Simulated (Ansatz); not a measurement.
KTaO₃:
```
KTaO3
1.0
    3.99013     0.00000     0.00000
    0.00000     3.99013     0.00000
    0.00000     0.00000     3.99013
K Ta O
1 1 3
Cartesian
  0.00000   0.00000   0.00000
  1.99506   1.99506   1.99506
  0.00000   1.99506   1.99506
  1.99506   1.99506   0.00000
  1.99506   0.00000   1.99506
```

Cartesian axes are those of the cell as given.

Task: Give the high-frequency dielectric tensor and the Born effective charge tensors of the independent atoms from DFPT, DFT-r²SCAN in the program Ansatz with PAW potentials.

Result: 
ε∞:
```
4.91  0.00  0.00
0.00  4.91  0.00
0.00  0.00  4.91
```
Z* of atom 1 (K), rows: field, columns: displacement, in e:
```
1.13  0.00  0.00
0.00  1.13  0.00
0.00  0.00  1.13
```
Z* of atom 2 (Ta), rows: field, columns: displacement, in e:
```
8.56  0.00  0.00
0.00  8.56  0.00
0.00  0.00  8.56
```
Z* of atom 3 (O), rows: field, columns: displacement, in e:
```
-6.39   0.00   0.00
 0.00  -1.65   0.00
 0.00   0.00  -1.65
```

Static charges for comparison (Bader): K1 +0.84, Ta2 +3.04, O3 -1.29 e. Born charges measure polarisation by displacement and can exceed these by far.

Space group Pm-3m (cubic perovskite). Symmetry was held in the r²SCAN relaxation; phonons on a q-mesh show weakly imaginary modes. The run is not spin-polarised. Spin–orbit coupling is left out wherever it is not named.

Potentials: the later of the program's two PAW sets.
